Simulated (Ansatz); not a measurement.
Quadrupolar parameters in ZnO

The cell is a computed structure from the Materials Project (it need not be an observed phase), whose atoms a relaxation with PBE at fixed cell left in place.

```xyz
4
Lattice="3.2374 0.0000 0.0000 -1.6187 2.8036 0.0000 0.0000 0.0000 5.2221" Properties=species:S:1:pos:R:3 pbc="T T T"
Zn    1.6187    0.9345    2.6141
Zn    0.0000    1.8691    0.0031
O     1.6187    0.9345    4.5939
O     0.0000    1.8691    1.9829
```

Atoms are numbered from 1 in the order listed; like atoms form one site, named after its first atom.

Computed with Ansatz: DFT, PBE, plane waves and PAW, scalar-relativistic, 420 eV cutoff, Γ-centred 12×12×7 k-points, Fermi–Dirac smearing 0.01 eV.

Conventions: |V_zz| ≥ |V_yy| ≥ |V_xx|, η = (V_xx − V_yy)/V_zz, C_Q = eQV_zz/h.

⁶⁷Zn: I = 5/2, Q = 122.0 mb; ¹⁷O: I = 5/2, Q = -25.58 mb. Q values from Pyykkö, Mol. Phys. 116, 1328 (2018).

```
site  atoms (order as listed)                               first shell  V_zz (10²¹ V/m²)     η  C_Q (MHz)
  Zn                     1, 2    4 O at 1.97–1.98 Å; also 1 O at 3.24 Å              0.42  0.00       1.23
   O                     3, 4  4 Zn at 1.97–1.98 Å; also 1 Zn at 3.24 Å             -0.11  0.00      0.068
```

An axis of threefold or higher order runs through Zn and O, so V_zz lies along it and η is zero.

At this cell the PBE pressure is 6 GPa, so with PBE the cell would grow if it were relaxed. The entry's cell may itself be off. With a gap of 0.8 eV on this mesh, small gradients can still move by 0.1 × 10²¹ V/m² or more as the k-mesh gets denser.

The relaxation (2 steps) took 10 s of wall time (10 s of CPU time) and 0.41 GiB at its peak, on 1 thread of Arm Neoverse V2 (aarch64; 8 cores open to the job, memory cap 3.0 GiB, no GPU), a shared host with a load of 0.1 a core.
